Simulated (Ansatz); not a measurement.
Co (diamond, Fd-3m) at seven volumes, r²SCAN in the plane-wave PAW code Ansatz, scaled uniformly. One row is withheld.

| V (Å³/atom) | P (GPa) |
|---|---|
| 14.522 | 12.88 |
| 15.000 | 7.89 |
| 15.479 | 3.64 |
| 15.958 | -0.01 |
| 16.437 | -3.12 |
| 16.915 | ? |
| 17.394 | -7.63 |

Problem. Fit the shown pressures and predict the withheld one.

Solution. P = (3/2)B₀(x^(7/2) − x^(5/2))[1 + (3/4)(B′ − 4)(x − 1)] with x = (V₀/V)^(2/3). Least squares on the six rows gives V₀ = 15.957 Å³/atom, B₀ = 109 GPa, B′ = 4.78. At V = 16.915, x = 0.9619 and P = -5.53 GPa. The run itself gave -5.66 GPa.

The start of the workflow was typed in or built on a structure type; the Crystallography Open Database copy checked does not list it. It is not the phase usual at ambient conditions (space group No. 194). Symmetry was held in the r²SCAN relaxation; whether a distortion lowers the energy is not shown. Magnetic state: ferromagnetic, chosen from 4 collinear starts compared on coarse meshes (ties went to the first, and starts can fall back to one state), not a proven ground state. Other orbital occupations within this spin state were not tried.

Potentials: the later of the program's two PAW sets.
